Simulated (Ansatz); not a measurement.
AgB3N3:
```xyz
14
Lattice="4.3261 0.0000 0.0000 -2.1630 3.7465 0.0000 0.0000 0.0000 12.2395" Properties=species:S:1:pos:R:3 pbc="T T T"
N      0.7211     1.2489     9.1796
N      2.8839     0.0000     9.1796
N     -1.4420     2.4976     9.1796
B      1.4429     0.0000     9.1796
B      1.4416     2.4969     9.1796
B     -0.7214     1.2496     9.1796
Ag     0.0000     0.0000     0.0000
N      1.4420     2.4976     3.0599
N     -0.7211     1.2489     3.0599
N      1.4421     0.0000     3.0599
B      2.8832     0.0000     3.0599
B     -1.4416     2.4969     3.0599
B      0.7214     1.2496     3.0599
Ag     0.0000     0.0000     6.1197
```

Relaxed with PBE+D3(BJ). Special points in fractions of this cell's reciprocal vectors: Γ (0.000, 0.000, 0.000); M (0.500, 0.000, 0.000); K (0.333, 0.333, 0.000); A (0.000, 0.000, 0.500); L (0.500, 0.000, 0.500); H (0.333, 0.333, 0.500).

Task: List the band energies nearest the Fermi level at these points for plane-wave PAW PBE+D3(BJ) with spin–orbit coupling (Ansatz code).

Result: In eV from the Fermi level; about four levels below and three above (degenerate sets whole), none deeper than 8.9 eV; points with the same levels are listed once.

| k | below | above |
|---|---|---|
| Γ | -1.82 -1.82 -0.79 -0.79 | 2.39 2.39 2.40 2.40 |
| M | -3.05 -3.05 -2.71 -2.71 | 0.31 0.31 0.96 0.96 |
| K | -3.05 -3.05 -3.04 -3.04 | 0.67 0.67 1.34 1.34 |
| A | -1.38 -1.38 -1.38 -1.38 | 2.47 2.47 2.47 2.47 2.48 2.48 2.48 2.48 |
| L | -2.85 -2.85 -2.85 -2.85 | 0.61 0.61 0.61 0.61 |
| H | -3.08 -3.08 -3.08 -3.08 | 0.98 0.98 0.98 0.98 |

Space group P6_3/mcm. A made-up cell: these elements were put on the sites of a structure type; neither database checked (COD, Materials Project) lists it. Its standing as an ambient phase is unchecked. The cell was relaxed with PBE+D3(BJ) under the symmetry of its start; phonons show weakly imaginary modes. The run is not spin-polarised.

Potentials: the later of the program's two PAW sets.
